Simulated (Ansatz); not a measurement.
Consider the following.

TiPd:
```
TiPd
1.0
    3.10233     0.00000     0.00000
    0.00000     3.10233     0.00000
    0.00000     0.00000     3.10233
Ti Pd
1 1
Direct
  0.50000   0.50000   0.50000
  0.00000   0.00000   0.00000
```

This is the LDA-relaxed structure.

### Question
All from LDA in the plane-wave PAW code Ansatz, unless another level is named. Predict the density of states at the Fermi level.

### Answer
1.6 states/eV per atom (mean over ±0.08 eV).

### Question
Next, the formation energy from the elements (no fitted shifts)?

### Answer
-46 kJ/mol of atoms.

Space group Pm-3m (CsCl type). The workflow started from an entry of the Crystallography Open Database (COD). Its standing as an ambient phase is unchecked. The cell was relaxed with LDA under the symmetry of its start. At this level the phase is mechanically unstable. The run is not spin-polarised. The references are the lowest solids computed at this level, not always the standard phases. Scalar-relativistic: spin–orbit coupling is off unless named, which matters more the heavier the elements.

Potentials: the later of the program's two PAW sets.
